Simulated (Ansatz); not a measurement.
SrPd2 (cubic Laves (MgCu2 type), Fd-3m) at seven volumes, the program Ansatz at the r²SCAN level (PAW), scaled uniformly. One row is withheld.

```csv
V (Å³/atom),P (GPa)
18.387,10.81
18.993,6.55
19.599,2.99
20.206,0.00
20.812,-2.50
21.418,-4.58
22.024,?
```

Task: Fit the shown pressures and predict the withheld one.

Result: P = (3/2)B₀(x^(7/2) − x^(5/2))[1 + (3/4)(B′ − 4)(x − 1)] with x = (V₀/V)^(2/3). Least squares on the six rows gives V₀ = 20.206 Å³/atom, B₀ = 90.8 GPa, B′ = 4.92. At V = 22.024, x = 0.9442 and P = -6.33 GPa. The run itself gave -6.32 GPa.

The workflow started from an entry of the Crystallography Open Database (COD). Its standing as an ambient phase is unchecked. The r²SCAN relaxation kept the symmetry of its start; its stability against distortions is not shown here. The run is not spin-polarised.

Potentials: the later of the program's two PAW sets.
